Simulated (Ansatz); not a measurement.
Data:

AlAu:
```xyz
2
Lattice="3.1780 0.0000 0.0000 0.0000 3.1780 0.0000 0.0000 0.0000 3.1780" Properties=species:S:1:pos:R:3 pbc="T T T"
Al     0.0000     0.0000     0.0000
Au     1.5890     1.5890     1.5890
```

This is the PBEsol-relaxed structure.

Question: All from PBEsol (plane waves, PAW; program Ansatz), unless another level is named. Predict the bulk modulus (Birch–Murnaghan fit).

Answer: 1260 kbar.

Question: Give the elastic constants (relaxed ions, GPa).

Answer: C11 = 120, C12 = 133, C44 = -7.5.

Question: Give the highest zone-centre frequency.

Answer: 4.73 THz.

Space group Pm-3m (CsCl type). The workflow started from a Materials Project entry (that database holds measured and hypothetical structures alike); the Crystallography Open Database copy checked does not list it. With Al and Au taken as one species the cell has the higher symmetry Im-3m, so it may be an ordered model of a mixed-site phase. Its standing as an ambient phase is unchecked. The cell was relaxed with PBEsol under the symmetry of its start. At this level the phase is mechanically unstable. As this level gives no gap, shear constants depend on the k-mesh and smearing (Fermi–Dirac, 0.1 eV here). As this level gives no gap, phonon frequencies hold no LO–TO term and depend on the k-mesh and smearing (Fermi–Dirac, 0.1 eV here). Scalar-relativistic: spin–orbit coupling is off unless named, which matters more the heavier the elements.

Potentials: the later of the program's two PAW sets.
